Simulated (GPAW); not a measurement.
Moving the functional in CaSi2Sb2

```
Ca Si Sb
1.0
     4.99739    0.00000    0.00000
    -2.49870    4.32787    0.00000
     0.00000    0.00000    5.86169
Ca Si Sb
1 2 2
Direct
  0.00000 0.00000 0.00000
  0.33333 0.66667 0.25648
  0.66667 0.33333 0.74352
  0.33333 0.66667 0.72240
  0.66667 0.33333 0.27760
```

The cell comes from a database or a generator and needn't be the stable form of this composition.

Kept alike: task band structure; k mesh 5 × 5 × 4; occupations fermi-dirac, width 0.05 eV; no spin polarisation. Program: GPAW, potentials by row: the program's PAW data sets (release 1.2.1) made for this functional (LDA, RPBE, revPBE); GPAW PAW data sets (gpaw-data 1.2.1) (PBE); PAW data sets generated for this functional (PBEsol), cutoff 600 eV. The mesh is that of the run's cell of 5 atoms. No spin-orbit coupling.

| functional | pressure (GPa) |
| --- | --- |
| LDA | -3.51 |
| PBE | -0.06 |
| PBEsol | -2.25 |
| RPBE | 1.31 |
| revPBE | 0.95 |

Pressure is positive in compression; the values hold the error of the finite cutoff, so their zero can differ a little from the energy's minimum. For a metal such a mesh leaves the last digits unconverged.

Problem. What does the functional change here?

Solution. The pressure runs from -3.51 (LDA) to 1.31 GPa (RPBE). From PBE: LDA -3.45; PBEsol -2.19; RPBE +1.37; revPBE +1.01.
